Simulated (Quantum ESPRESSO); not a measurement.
## Strain and stress in Cu2RuSnTaZn3

Calculated results; nothing here was measured. They come from Quantum ESPRESSO 7.5, a public plane-wave density functional program. Each row is one single-point run on a made-up periodic cell of eight metal atoms, with elements, volume, strain and displacements drawn at random and not relaxed, so a cell may be unstable or far from any real phase. There is no spin polarisation or spin-orbit coupling.

Settings: PBE unless stated; PseudoDojo standard norm-conserving files; Fermi-Dirac width 0.25 eV, which means electrons at about 2900 K; cutoff 1252 eV; 6 x 6 x 4 k mesh shifted half a step off Gamma. E is the free energy of the whole cell (internal energy minus TS), so a -TS column is already part of it. Stress is positive in tension, and the pressure P is minus a third of its trace.

Checks: one run of this series was repeated at a higher cutoff and on a denser mesh, which moved values by no more than 0.003 eV, 0.03 GPa and 0.003 eV/Å, and a second program with other atomic files agreed on it to 2 % rms in force and 0.5 GPa in pressure. Known limits: the copper pseudopotential is less sure than most, with forces differing by about three percent and pressure by about two GPa from a second method on plain copper; the tin pseudopotential is less sure than most, with forces differing by about three percent from a second method on plain tin; heavy elements are run without spin-orbit coupling, which real alloys of them have; a spin test at this wide smearing found no moment, but such smearing suppresses magnetism that the real alloy may have.

The lattice is face-centred cubic, and the cell vectors in Å are (1.937, 3.867, 1.932); (1.928, -3.862, 1.932); (1.932, 0.002, -5.796), a volume of 115.42 Å³ in run 4. The elements on sites 1 to 8 are Sn Zn Ta Cu Zn Cu Zn Ru. Each run adds a shear e (the xy component of the symmetric strain tensor) to one drawn cell, with the atoms carried along. E is counted from run 4.

```
run  e (%)  s_xx (GPa)  s_yy (GPa)  s_zz (GPa)  s_xy (GPa)  P (GPa)  E (meV)
  1  -2.20      -13.56       -7.87      -11.62       -0.82    11.02    -20.0
  2  -1.81      -13.43       -7.73      -11.62       -0.31    10.93    -24.4
  3  -1.23           ?           ?           ?           ?        ?        ?
  4   0.12      -13.22       -7.48      -11.66        2.24    10.79      0.0
  5   0.40      -13.25       -7.50      -11.67        2.62    10.81     10.2
  6   1.51      -13.56       -7.75      -11.70        4.12    11.00     65.6
  7   1.81      -13.69       -7.86      -11.71        4.54    11.09     85.2
```

## Worked fit

A parabola through the runs shown gives s_xy = 2.08 + 1.339 e + 0.010 e² GPa with e in per cent, an error of 0.001 on the linear term and a scatter of 0.00 GPa. The atoms are clamped and the cell is already under stress, so the slope belongs to this path and is not an elastic constant of a real alloy.

## Withheld run

Question: what s_xy should run 3 give?

The fit gives 0.45 ± 0.01 GPa. The calculation gave 0.46 GPa.
